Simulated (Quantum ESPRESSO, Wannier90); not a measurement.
## Wannier functions of PbSe (Cmcm)

```xyz
4
Lattice="4.3098 0.0000 0.0000 0.0000 0.0000 -4.4505 -2.1549 6.1339 0.0000" Properties=species:S:1:pos:R:3 pbc="T T T"
Pb     2.1549    -1.6164    -1.1126
Pb    -2.1549     1.6164     1.1126
Se     0.0000     1.7017    -1.1126
Se     0.0000    -1.7017     1.1126
```

Structure: Materials Project mp-1063670, symmetrised, not relaxed again. Not found in the COD (Crystallography Open Database) copy used, which has the formula in other groups; not checked further. Level: PBEsol, spinors with spin-orbit coupling; pw.x of Quantum ESPRESSO at 69 Ry with PseudoDojo potentials, 4×4×4 k-points, Wannier90. Density: 8×8×8 mesh, Gaussian smearing 0.01 Ry.

Bands 45-48 form an isolated set from -8.39 to -6.19 eV relative to the valence-band maximum (on the path) and are turned into 4 Wannier functions by minimising the spread from the start: atomic waves Pb 6s.

Centres (Cartesian, Å; one of the equivalent choices) and spreads:

| n | x | y | z | spread (Å²) | nearest atom |
|---|---|---|---|---|---|
| 1 | 2.155 | -1.816 | -1.113 | 3.397 | Pb1 |
| 2 | 2.155 | -1.816 | -1.113 | 3.397 | Pb1 |
| 3 | -2.155 | 1.816 | 1.113 | 3.397 | Pb2 |
| 4 | -2.155 | 1.816 | 1.113 | 3.397 | Pb2 |

Ω_I = 13.56 Å², Ω_total = 13.59 Å²; the interpolated bands follow pw.x to 5.2 meV rms on the path. Only this start was tried; a symmetric start can stop on a saddle, and mixtures of these functions could lower the total by at most Ω_total − Ω_I.
